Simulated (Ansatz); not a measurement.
**Response properties of Rh (Fm-3m)**

Conventional cell: a = 3.780 Å, b = 3.780 Å, c = 3.780 Å, α = 90.00°, β = 90.00°, γ = 90.00°. Rh (atom 1) has 12 Rh at 2.67 Å as nearest neighbours.

Ansatz runs use the cell relaxed by PAW under their functional.

Problem. What do its conduction electrons give? (PBEsol, all-electron LAPW in Ansatz 0.2.0, scalar-relativistic; a = 3.780 Å; k mesh 16×16×16, fine mesh 24×24×24, Fermi-Dirac smearing of 0.050 eV, basis error target 1 meV/atom)

Solution. Fermi-surface sums: N(E_F) = 1.23 states/eV/atom, ħω_p (r.m.s. of x, y, z) = 10.0 eV, Fermi speed = 0.62×10⁶ m/s.

Problem. How stiff is it? (PBEsol, PAW on Ansatz 0.2.0's default frozen-core files (fitted under PBE), scalar-relativistic; a = 3.782 Å; k mesh 28×28×28, strains of ±0.005, Fermi-Dirac smearing of 0.100 eV, cutoff 420 eV)

Solution. Elastic moduli (Hill averages, relaxed ions; θ_D from sound speeds over directions): B = 293 GPa, G = 172 GPa, C11 = 465 GPa, C44 = 209 GPa, ν = 0.255, θ_D = 510 K.

Problem. How does it vibrate? (PBEsol, PAW on Ansatz 0.2.0's default frozen-core files (fitted under PBE), scalar-relativistic; a = 3.782 Å; k mesh 20×20×20, Fermi-Dirac smearing of 0.100 eV, cutoff 420 eV; q mesh 4×4×4)

Solution. Harmonic phonons by finite displacements (negative means unstable): highest mode = 248 cm⁻¹, lowest at L = 142 cm⁻¹, lowest at X = 189 cm⁻¹, lowest at W = 188 cm⁻¹, Grüneisen γ (heat-capacity mean at 300 K) = 2.31.

Problem. Does the elastic Debye temperature match the top of the phonon spectrum?

Solution. k_Bθ_D corresponds to 354 cm⁻¹, against a highest mode of 248 cm⁻¹ on the mesh, a ratio of 1.43. The Debye cutoff comes from sound speeds alone and needn't equal it.

Keep in mind: these sums move with the mesh, by several per cent and more for small sheets (Fermi surface); frozen-core PAW files fitted under PBE, their cores solved anew for the functional of the run (moduli, phonons); responses of metals move with mesh and smearing (moduli, phonons).
